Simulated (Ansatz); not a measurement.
The end of the path is a generated cell of Hg: the first start was made by a random draw of sites in a space group, and the end was not matched to a known phase here, so it may be hypothetical.

A geometry of Hg away from equilibrium: the start of the relaxation of a randomly generated symmetric cell of Hg (space group No. 78). These are PBE (plane waves to 420 eV, PAW, scalar-relativistic; Ansatz, a first-principles code) values and carry that method's errors. Γ-centred k-mesh 6×6×11 on the run's cell (coarser than for final values), Fermi–Dirac smearing 0.05 eV.

```xyz
4
Lattice="5.7361 0.0000 0.0000 0.0000 5.7361 0.0000 0.0000 0.0000 2.8652" Properties=species:S:1:pos:R:3:forces:R:3 pbc="T T T" free_energy=-55260.119 pressure_GPa=19.6
Hg     4.5511     3.4295     2.3577    2.3764    1.0909    0.0000
Hg     1.1851     2.3066     0.9251   -2.3764   -1.0909    0.0000
Hg     2.3066     4.5511     1.6414   -1.0909    2.3764    0.0000
Hg     3.4295     1.1851     0.2087    1.0909   -2.3764    0.0000
```

Positions in Å, forces in eV/Å, free energy of the cell in eV (comparable only within this code, potentials and settings). Largest force: 2.61 eV/Å, on Hg1, Hg2, Hg3, Hg4 (atoms numbered as listed); the geometry lies 0.54 eV/atom above the end of its relaxation.

No spin polarisation in the result. No dispersion correction is included, so spacings between layers, chains or molecules are soft and tend to come out too large.

The run could not lose the symmetry of its start, so the end can be a saddle point.
